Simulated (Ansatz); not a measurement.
Input:

Ag:
```xyz
4
Lattice="2.9077 0.0000 0.0000 -1.4538 2.5181 0.0000 0.0000 0.0000 9.4632" Properties=species:S:1:pos:R:3 pbc="T T T"
Ag     0.0000     0.0000     0.0000
Ag     0.0000     0.0000     4.7316
Ag     0.0000     1.6787     2.3658
Ag     1.4538     0.8394     7.0974
```

This is the r²SCAN-relaxed structure. x, y and z are the axes in which the lattice vectors are written.

### Question
All from plane-wave PAW r²SCAN (Ansatz code), unless another level is named. Estimate the bulk modulus (Birch–Murnaghan fit).

### Answer
102 GPa.

### Question
What about the elastic constants (relaxed ions, GPa)?

### Answer
C11 = 139, C12 = 89.8, C13 = 74.0, C33 = 165, C44 = 26.4.

### Question
Give the highest zone-centre frequency.

### Answer
166 cm⁻¹.

Space group P6_3/mmc (dhcp (α-La type)). The workflow started from a Materials Project entry (that database holds measured and hypothetical structures alike); the Crystallography Open Database files this formula in space group No. 194, but the cells were not matched. It is not the phase usual at ambient conditions (space group No. 225). Symmetry was held in the r²SCAN relaxation; its stability against distortions is not shown here. No spin polarisation was allowed. As this level gives no gap, shear constants depend on the k-mesh and smearing (Fermi–Dirac, 0.1 eV here). As this level gives no gap, phonon frequencies hold no LO–TO term and depend on the k-mesh and smearing (Fermi–Dirac, 0.1 eV here). On the denser mesh and wider smearing of the elastic run this cell carries a stress of 0.4 GPa.

Potentials: the earlier of the program's two PAW sets.
